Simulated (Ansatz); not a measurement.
LiNbO2 (space group P6_3/mmc)

```
CELL_PARAMETERS angstrom
      2.90325     0.00000     0.00000
     -1.45163     2.51429     0.00000
      0.00000     0.00000    10.43545
ATOMIC_POSITIONS crystal
  Li 0.00000 0.00000 0.00000
  Li 0.00000 0.00000 0.50000
  Nb 0.33333 0.66667 0.75000
  Nb 0.66667 0.33333 0.25000
  O  0.33333 0.66667 0.12318
  O  0.66667 0.33333 0.87682
  O  0.66667 0.33333 0.62318
  O  0.33333 0.66667 0.37682
```

E(V) scan at fixed shape, V₀ the volume above. The atoms relax within the cell's symmetry.

Computed with r2SCAN (plane waves to 500 eV, PAW, scalar-relativistic; Ansatz, a program for electronic structure). k mesh 13×13×4 (Γ-centred), Fermi-Dirac smearing 0.05 eV. Compression counts positive. LiNbO2 is run without spin polarisation and with no Hubbard U. LiNbO2 was relaxed with its symmetry unable to fall.

At one point of the scan the stress tensor (GPa) is:

```
   26.4      0.0      0.0
    0.0     26.4      0.0
    0.0      0.0     16.0
```

Which point is it?
A) V/V₀ = 0.925
B) V/V₀ = 0.950
C) V/V₀ = 0.900
D) V/V₀ = 0.975

C, V/V₀ = 0.900

(A scan under strain: stresses follow from slopes of the energy per volume, elastic moduli from its curvatures.)
